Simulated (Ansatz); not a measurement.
Here is the system:

HfS₂:
```yaml
crystal:
  lattice:
    - [3.55666, 0.00000, 0.00000]
    - [-1.77833, 3.08016, 0.00000]
    - [0.00000, 0.00000, 5.68034]
  atoms:
    - { symbol: Hf, position: [0.00000, 0.00000, 0.00000] }
    - { symbol: S, position: [0.33333, 0.66667, 0.25451] }
    - { symbol: S, position: [0.66667, 0.33333, 0.74549] }
```

This is the LDA-relaxed structure.

**Question.** All from the program Ansatz at the LDA level (PAW), unless another level is named. Give the smallest direct gap on the standard path.

**Answer.** 1.56 eV.

**Question.** Next, the electron effective mass?

**Answer.** 0.23, 0.67, 2.5 mₑ (principal values).

**Question.** And the formation energy from the elements (no fitted shifts)?

**Answer.** -1.61 eV/atom.

**Question.** Predict the conduction-band minimum.

**Answer.** at L (3 equivalent valleys).

**Question.** And the weight of the conduction-edge state by species (Voronoi cells)?

**Answer.** Hf 58 %, S 42 %.

Space group P-3m1 (CdI2 type). The cell was relaxed with LDA under the symmetry of its start; phonons on a q-mesh show no instability. The run is not spin-polarised. A crystal of weakly bound layers computed without a dispersion correction: the cell and the soft elastic constants depend strongly on that. The references are the lowest solids computed at this level, not always the standard phases. Spin–orbit coupling is left out wherever it is not named.

Potentials: the later of the program's two PAW sets.
